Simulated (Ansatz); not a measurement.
The relaxed structure here is a generated cell of CsPbBr3: the first start was made by placing the elements on the sites of a structure type, and the end was not matched to a known phase here, so it may be hypothetical. Known forms of CsPbBr3 include space group No. 62, 221.

A relaxed structure of CsPbBr3. These are PBEsol (plane waves to 420 eV, PAW, scalar-relativistic; Ansatz, an electronic-structure program) values and carry that method's errors.

```xyz
10
Lattice="7.8527 0.0000 0.0000 -3.9263 6.8006 0.0000 0.0000 0.0000 7.3218" Properties=species:S:1:pos:R:3 pbc="T T T"
Cs     0.0000     4.5338     5.4914
Cs     3.9263     2.2669     1.8305
Pb     0.0000     0.0000     0.0000
Pb     0.0000     0.0000     3.6609
Br     0.0000     2.3734     1.8305
Br     1.8709     5.6139     1.8305
Br    -1.8709     5.6139     1.8305
Br     3.9263     4.4272     5.4914
Br     2.0555     1.1867     5.4914
Br     5.7972     1.1867     5.4914
```

Q: Determine the symmetry and give the standard cell with its independent sites.

A: Space group P6₃/mmc (No. 194); a = 7.8527 Å, b = 7.8527 Å, c = 7.3218 Å, α = 90.00°, β = 90.00°, γ = 120.00°

| atom | site | symmetry | x | y | z |
|---|---|---|---|---|---|
| Cs | 2d | -6m2 | 0.6667 | 0.3333 | 0.2500 |
| Pb | 2a | -3m. | 0.0000 | 0.0000 | 0.0000 |
| Br | 6h | mm2 | 0.1745 | 0.3490 | 0.2500 |

Q: Give the shortest distances between elements (the closest pairs, up to four, under 3.6 Å).

A: Br–Pb 3.00 Å.

```yaml
volume_per_atom: 39.10 Å³
band_gap: 2.47 eV, indirect (valence top at K, conduction bottom at Γ) (no spin-orbit coupling)
smallest_direct_gap: 2.99 eV at M
```

No spin polarisation in the result. Without spin-orbit coupling the bands of the heavy element are not split, so the gap can be far off.

The run could not lose the symmetry of its start: the end is stationary, and may be a saddle point rather than a minimum.
